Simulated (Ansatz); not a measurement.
C, first-principles data

C:
```cif
data_C6
_chemical_formula_sum 'C6'
_space_group_name_H-M_alt 'P 1'
_space_group_IT_number 1
_cell_length_a 2.59171
_cell_length_b 2.59171
_cell_length_c 5.96601
_cell_angle_alpha 90.000
_cell_angle_beta 90.000
_cell_angle_gamma 90.000
loop_
_space_group_symop_operation_xyz
  'x, y, z'
loop_
_atom_site_label
_atom_site_type_symbol
_atom_site_fract_x
_atom_site_fract_y
_atom_site_fract_z
_atom_site_occupancy
C1 C 0.00000 0.00000 0.75000 1
C2 C 0.00000 0.00000 0.25000 1
C3 C 0.50000 0.00000 0.88856 1
C4 C 0.50000 0.00000 0.11144 1
C5 C 0.00000 0.50000 0.38856 1
C6 C 0.00000 0.50000 0.61144 1
```

Space group P4_2/mmc (No. 131); conventional cell a = b = 2.592 Å, c = 5.966 Å, α = β = γ = 90.00°.

Method: plane-wave PAW r²SCAN (Ansatz code). The cell and atoms are relaxed at this level. Other levels are named where they apply.

### Cell and energy

```
Property              Value
---------------  ----------
Volume per atom     6.68 Å³
Density          2.99 g/cm³
```

### Electronic structure

```
Item                                                                        Result
------------------------------------  --------------------------------------------
Electronic character                                             metallic (no gap)
Density of states at the Fermi level  0.09 states/eV per atom (mean over ±0.08 eV)
```

### Mechanics

```
Quantity                             Result
----------------------------------  -------
Bulk modulus (Birch–Murnaghan fit)  331 GPa
Pressure derivative B′                  3.9
```

The start of the workflow was typed in or built on a structure type; neither database checked (COD, Materials Project) lists it. It is not the phase usual at ambient conditions (space group No. 194, 227). Symmetry was held in the r²SCAN relaxation; its stability against distortions is not shown here.

Potentials: the earlier of the program's two PAW sets.
